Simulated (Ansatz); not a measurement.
**Ba2H6Os, first-principles data**

Ba$_{2}$H$_{6}$Os:
```cif
data_H24Ba8Os4
_chemical_formula_sum 'Ba8 H24 Os4'
_space_group_name_H-M_alt 'Fm-3m'
_space_group_IT_number 225
_space_group_name_Hall '-F 4 2 3'
_cell_length_a 8.05636
_cell_length_b 8.05636
_cell_length_c 8.05636
_cell_angle_alpha 90.000
_cell_angle_beta 90.000
_cell_angle_gamma 90.000
loop_
_atom_site_label
_atom_site_type_symbol
_atom_site_symmetry_multiplicity
_atom_site_Wyckoff_symbol
_atom_site_fract_x
_atom_site_fract_y
_atom_site_fract_z
_atom_site_occupancy
Ba1 Ba 8 c 0.25000 0.25000 0.25000 1
H1 H 24 e 0.00000 0.00000 0.21500 1
Os1 Os 4 a 0.00000 0.00000 0.00000 1
```
(The calculation used a cell of 9 atoms; values per cell refer to that cell.)

Space group Fm-3m (No. 225); conventional cell a = b = c = 8.056 Å, α = β = γ = 90.00°.

Method: the program Ansatz at the r²SCAN level (PAW). Structure relaxed to zero pressure with the same functional. Other levels are named where they apply.

### Cell and energy

* **Volume per atom**: 14.52 Å³
* **Density**: 5.98 g/cm³
* **Formation energy from the elements (no fitted shifts)**: -0.65 eV/atom

### Electronic structure

* **Band gap**: 2.25 eV (indirect)
* **Valence-band maximum**: at Γ
* **Conduction-band minimum**: at X (3 equivalent valleys)
* **Smallest direct gap on the standard path**: 2.53 eV
* **Electron effective mass**: 0.47, 13, 13 mₑ (principal values)
* **Hole effective mass, band 1 of 3 at the edge**: 5.7 along [100], 5.7 along [110], 4.6 along [111] (mₑ)
* **Hole effective mass, band 2 of 3 at the edge**: 5.7 along [100], 4.1 along [110], 4.6 along [111] (mₑ)
* **Hole effective mass, band 3 of 3 at the edge**: 2.2 along [100], 2.5 along [110], 2.7 along [111] (mₑ)
* **Hole effective mass with spin–orbit coupling**: 3.7 mₑ (isotropic)
* **HSE06 gap on the r²SCAN cell**: 3.10 eV
* **Gap with spin–orbit coupling**: 2.01 eV

### Mechanics

Bulk modulus (Birch–Murnaghan fit): 46.1 GPa
Pressure derivative B′: 3.9

### Charges

- Bader charges: Ba +1.45, H -0.50, Os +0.08 e

The first step of the workflow began from a Materials Project structure, measured or hypothetical; the Crystallography Open Database copy checked does not list it. Whether it is the stable phase at ambient conditions was not checked. Symmetry was held in the r²SCAN relaxation; its stability against distortions is not shown here. No spin polarisation was allowed. The references are the lowest solids computed at this level, not always the standard phases (solids in place of the gases). Spin–orbit coupling is left out wherever it is not named.

Potentials: the later of the program's two PAW sets.
